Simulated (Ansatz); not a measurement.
Crystals of one structure type (zinc blende) and one family of elements, relaxed and computed with the program Ansatz at the PBE level (PAW); HSE06 gaps on those cells.

| crystal | gap (eV) | HSE06 gap (eV) |
|---|---|---|
| GaAs | 0.16 | 1.02 |
| InP | 0.44 | ? |
| BAs | 1.20 | 1.84 |
| AlAs | 1.50 | 2.13 |
| GaP | 1.58 | 2.35 |
| AlP | 1.63 | 2.31 |
| BN | 4.46 | 5.78 |

Task: Fit a straight line to E_g(HSE06) against E_g and predict the withheld value.

Result: Least squares on the 6 shown rows: E_g(HSE06) = 1.142 × E_g + (0.567), with a scatter of 0.15. For InP this gives 1.07. The run itself gave 1.20, within the scatter.

All cells were relaxed under the symmetry of their starts (and spin orders); stability against distortions was not tested throughout. Spin–orbit coupling is left out wherever it is not named.

Potentials: the later of the program's two PAW sets.
